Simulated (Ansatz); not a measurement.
MoRu:
```yaml
crystal:
  lattice:
    - [0.00000, 2.55053, 2.55053]
    - [2.55053, 0.00000, 2.55053]
    - [2.55053, 2.55053, 0.00000]
  atoms:
    - { symbol: Ru, position: [0.00000, 0.00000, 0.00000] }
    - { symbol: Mo, position: [0.50000, 0.50000, 0.50000] }
```

Relaxed with PBE. Special points in fractions of this cell's reciprocal vectors: Γ (0.000, 0.000, 0.000); X (0.500, 0.000, 0.500); U (0.625, 0.250, 0.625); K (0.375, 0.375, 0.750); L (0.500, 0.500, 0.500); W (0.500, 0.250, 0.750).

Problem. List the band energies nearest the Fermi level at these points for PBE in the plane-wave PAW code Ansatz.

Solution. In eV from the Fermi level; about four levels below and three above (degenerate sets whole), none deeper than 8.9 eV; points with the same levels are listed once.

| k | below | above |
|---|---|---|
| Γ | -4.98 -4.98 -4.45 -4.45 -4.45 | 2.54 2.54 2.54 |
| X | -3.16 -0.88 -0.88 -0.24 | 0.74 0.74 2.76 |
| U | -3.35 -3.07 -2.84 -1.41 | 0.31 0.77 1.40 |
| L | -1.58 -1.58 -1.19 -1.19 | 0.21 0.21 1.21 |
| W | -3.67 -1.36 -0.83 -0.69 | 0.68 1.28 1.28 |

Space group Fm-3m (rock salt). The start of the workflow was typed in or built on a structure type; neither database checked (COD, Materials Project) lists it. Its standing as an ambient phase is unchecked. The PBE relaxation kept the symmetry of its start; whether a distortion lowers the energy is not shown. No spin polarisation was allowed. Its formation energy is positive at this level, so the cell may be metastable or incomplete. Scalar-relativistic: spin–orbit coupling is off unless named, which matters more the heavier the elements.

Potentials: the later of the program's two PAW sets.
